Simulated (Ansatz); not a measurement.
**TiRe: two-dimensional strain map**

Level of theory: DFT PBEsol, scalar-relativistic, plane waves, PAW (Ansatz). Cutoff 420 eV, Γ-centred 16×16×16 k-points, Gaussian smearing of 0.15 eV. Spin–orbit coupling is left out, which can shift energies with elements as heavy as these. No spin polarisation. Energies are free energies at this smearing, counted from the undisturbed cell; pressure is positive in compression.

Reference structure (as given, not relaxed at this level; it stands at -7.6 GPa, and it needn't be the usual structure):

```yaml
crystal:
  lattice:
    - [3.11800, 0.00000, 0.00000]
    - [0.00000, 3.11800, 0.00000]
    - [0.00000, 0.00000, 3.11800]
  atoms:
    - { symbol: Ti, position: [0.50000, 0.50000, 0.50000] }
    - { symbol: Re, position: [0.00000, 0.00000, 0.00000] }
```

The cell is strained by p along both x and y and by q along z, fractional coordinates fixed. Points are written (p, q).

Energy above the undisturbed cell in meV/atom (a dash: not computed):

| p \ q | -0.080 | -0.040 | 0.000 | 0.040 | 0.080 |
| --- | --- | --- | --- | --- | --- |
| -0.080 | 600.0 | 387.6 | 260.3 | 198.5 | 187.1 |
| -0.040 | 216.6 | 82.4 | 25.7 | 26.9 | 72.8 |
| 0.000 | 66.5 | -1.0 | 0.0 | 51.5 | 141.2 |
| 0.040 | 86.0 | 75.0 | 124.0 | 217.2 | 342.1 |
| 0.080 | 227.2 | 265.6 | 354.3 | 481.1 | 634.7 |

Pressure in GPa:

| p \ q | -0.080 | -0.040 | 0.000 | 0.040 | 0.080 |
| --- | --- | --- | --- | --- | --- |
| -0.080 | 82.4 | 61.2 | 44.2 | 30.3 | 18.9 |
| -0.040 | 42.6 | 26.2 | 13.3 | 3.2 | -5.0 |
| 0.000 | 15.0 | 2.2 | -7.6 | -15.1 | -20.9 |
| 0.040 | -4.3 | -14.1 | -21.5 | -27.0 | -31.1 |
| 0.080 | -17.4 | -25.0 | -30.5 | -34.4 | -37.1 |